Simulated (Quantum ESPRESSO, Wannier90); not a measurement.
# Wannierisation of CaPdF6 (R-3)

```
begin unit_cell_cart
ang
   -2.5705051600    4.4522455382    0.0000000000
   -5.1410103199    0.0000000000    0.0000000000
   -2.5705051600    1.4840818461    4.8917930000
end unit_cell_cart
begin atoms_frac
Ca   0.5000000000  0.5000000000  0.5000000000
Pd   0.0000000000  0.0000000000  0.0000000000
F    0.3844900000 -0.2182600000 -0.2300370000
F   -0.3844900000  0.2182600000  0.2300370000
F   -0.2182600000  0.0638070000 -0.2300370000
F    0.2182600000 -0.0638070000  0.2300370000
F    0.0638070000  0.3844900000 -0.2300370000
F   -0.0638070000 -0.3844900000  0.2300370000
end atoms_frac
```

Cell from Materials Project (mp-7922), symmetrised, no further relaxation. COD (Crystallography Open Database) has an entry of this formula and space group (matched by these alone). Computed values, not measurements, from PBEsol: Quantum ESPRESSO (norm-conserving PseudoDojo potentials, cutoff 68 Ry, no spin polarisation, no spin-orbit coupling) on a Γ-centred 4×4×4 mesh, then Wannier90. Density: 8×8×8 mesh, cold smearing 0.01 Ry.

Bands 33-35 form an isolated set from -0.47 to 0.00 eV relative to the valence-band maximum (on the path) and are turned into 3 Wannier functions by minimising the spread from the start: SCDM (isolated).

Problem. Where do the functions sit, how wide are they and what are they made of?

Solution. 
| functions | spread (Å²) | nearest atom, distance (Å) | second atom, distance (Å) | weight on atomic waves |
|---|---|---|---|---|
| 3 | 2.67 | Pd 0.00 | F 1.92 | F 2p 50 %, Pd 4d 45 % |

Ω_I = 7.99 Å², Ω_total = 8.02 Å²; the interpolated bands follow pw.x to 1.6 meV rms on the path. Only this start was tried; a symmetric start can stop on a saddle, and mixtures of these functions could lower the total by at most Ω_total − Ω_I.
